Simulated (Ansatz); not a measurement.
input.yaml (Ansatz)

```yaml
crystal:
  lattice:
    - [-3.0890837434, 3.1320708276, 1.6457271318]
    - [3.1320708276, -3.0890837434, 1.6457271318]
    - [3.0636776652, 3.0636776652, -1.5669962083]
  atoms:
    - { symbol: Bi, position: [0.0004446305, 0.9995553695, 0.0] }
    - { symbol: Bi, position: [0.7495553695, 0.2504446305, 0.5] }
hamiltonian:
  xc: lda
  pseudopotentials:
    kind: paw
    azcp:
      Bi: "pseudopotentials/Bi.paw.azcp"
basis:
  ecutwfc: 420
  fft_grid_basis: typed
kpoints:
  mp_grid: { grid: [18, 18, 12], shift: [0, 0, 0] }
magnetization:
  spin_polarized: false
scf:
  occupations: { method: fermi_dirac, width: 0.1 }
output:
  write_density: true
  write_potential: true
  elf: true
  volumetric_format: npy
```

Terminal output

```
Warning: the record states the generating functional pbe (its physics header spells it `PBE`), which answers neither for hamiltonian.xc's functional nor for the lda family's — results may be inconsistent (PPs are generated against a specific XC)
Engine: ansatz 0.2.0, x86_64-unknown-linux-gnu
Pseudopotentials: kind: paw
Pseudopotential: Bi, paw, valence charge 15, recommended cutoff 420 eV (normal) 
Functional definition: SPW92
  exchange = slater_x
  correlation = pw_c
Crystal: 2 atoms, lattice volume = 63.153 Å³
Basis set: ecut = 420 eV, 1247 PW (Γ)
Bands: 19, of which v1, the nominal top of the filled ones, is band 15 counted from 1 (14 counted from 0)
Symmetry: 4 space group operations
Space group: C2/c (ITA 15), of the structure as read, at distance tolerance 4.0e-5 Å
k-points: 1037 of 3888
Non-local potential: Bi, projectors of the file, l = 0: 2, l = 1: 2, l = 2: 2, l = 3: 2
PAW form: soft (Blöchl's): semilocal exchange-correlation on the pseudo side does not see the compensation charge
PAW frozen core: Bi, regenerated for the run's functional, and the local potential with it (the file was generated under x = pbe(κ = 0.804, μ = 0.2195149727645171), c = pbe(β = 0.06672455060314922))
PAW one-centre angular grid: Bi, 590 points (default); XC on 64 Gauss nodes
Initial density: superposition of atomic densities (neutral atoms: chi_scale 0, normalization atom), corrected by the library's trained network
Initial wavefunctions: pseudopotential atomic-orbital guess
Functional: x = slater, c = lda
SCF iter   1: F=—  HF=-24171.691815 eV  |F-HF|=—  |Δ(HF+E_count)|=         —  Δρ=3.57e-3  dr2=4.30e-3  ethr=1.77e-3  ⟨swp⟩=5.8  Hψ=94234  notcnv=0
SCF iter   2: F=—  HF=-24171.690471 eV  |F-HF|=—  |Δ(HF+E_count)|=   1.34e-3  Δρ=2.04e-3  dr2=1.53e-3  ethr=1.43e-5  ⟨swp⟩=1.9  Hψ=36055  notcnv=0
SCF iter   3: F=—  HF=-24171.690070 eV  |F-HF|=—  |Δ(HF+E_count)|=   4.00e-4  Δρ=3.18e-4  dr2=8.57e-5  ethr=5.10e-6  ⟨swp⟩=2.6  Hψ=35463  notcnv=0
SCF iter   4: F=—  HF=-24171.690063 eV  |F-HF|=—  |Δ(HF+E_count)|=   7.37e-6  Δρ=3.19e-4  dr2=3.76e-5  ethr=2.86e-7  ⟨swp⟩=2.0  Hψ=35367  notcnv=0
SCF iter   5: F=—  HF=-24171.690043 eV  |F-HF|=—  |Δ(HF+E_count)|=   2.01e-5  Δρ=8.12e-5  dr2=2.46e-6  ethr=1.25e-7  ⟨swp⟩=2.0  Hψ=33768  notcnv=0
SCF iter   6: F=-24171.690042 eV  HF=-24171.690042 eV  |F-HF|=4.04e-8  |Δ(HF+E_count)|=   1.00e-6  Δρ=1.29e-5  dr2=8.39e-8  ethr=3.33e-10  ⟨swp⟩=3.1  Hψ=72812  notcnv=0
SCF 1 converged in 6 iterations: F = -24171.690042 eV  dr2 = 8.39e-8
SCF converged after 6 iterations
Free energy (F): -24171.690042 eV
Harris-Foulkes:  -24171.690042 eV  (|F-HF|=4.04e-8)
Internal energy: -24171.655075 eV  (E = F + TS)
E sigma→0 (E₀):  -24171.672559 eV
Entropy (-TS):   -0.034966 eV (-17.483 meV/atom)
Fermi energy:    11.100164 eV
--- Per-component energies (eV) ---
  E_band       = -179.723322
  E_kinetic    = 607.854200
  E_local      = -2892.740614  (includes V_loc(G=0)·N_el)
  E_nonlocal   = 1126.903130
  E_hartree    = 923.300687
  E_xc         = -302.053530
  E_vxc        = -290.630041  (∫ρ·V_xc dr)
  E_paw        = -20705.392386  (= ΣΔE_a)
  E_vpaw       = -577.714680  (= ΣTr[D̂ρ^β])
  E_aug_tail   = -0.001045  (compensation charges beyond the density's cutoff)
  E_ewald      = -2929.515749
  E_core_change = -0.009770  (= ΣΔE_core)
  E_smearing   = -0.034966  (= −TS)
  E_closure    = -0.000000  (closes the sum)
  Σ components = -24171.690042   (vs F -24171.690042, Δ=0.00e0)
--- Band table (eV; the first three rows and the last of 1037) ---
  k-point 0: bands = ["-11.8638", "-11.8061", "-11.7513", "-11.7369", "-11.5909", "-11.5899", "-11.5818", "-11.5809", "-11.5193", "-11.4138", "-2.5408", "1.9689", "7.8512", "7.9549", "13.8240", "14.7065", "14.7417", "15.6057", "15.6548"]
  k-point 1: bands = ["-11.8584", "-11.8065", "-11.7540", "-11.7329", "-11.5932", "-11.5894", "-11.5800", "-11.5785", "-11.5222", "-11.4192", "-2.4905", "1.8336", "7.9191", "8.0291", "14.0436", "14.3062", "14.3745", "15.6102", "15.6500"]
  k-point 2: bands = ["-11.8425", "-11.8075", "-11.7611", "-11.7212", "-11.6018", "-11.5853", "-11.5770", "-11.5720", "-11.5307", "-11.4343", "-2.3401", "1.4645", "8.1215", "8.2387", "13.4597", "13.6010", "14.6798", "15.4968", "15.6109"]
  k-point 1036: bands = ["-11.8142", "-11.8142", "-11.6218", "-11.6218", "-11.6135", "-11.6135", "-11.5886", "-11.5886", "-11.5782", "-11.5782", "-0.2831", "-0.2831", "5.7322", "5.7322", "14.5879", "14.5879", "16.9951", "16.9951", "21.4006"]
```
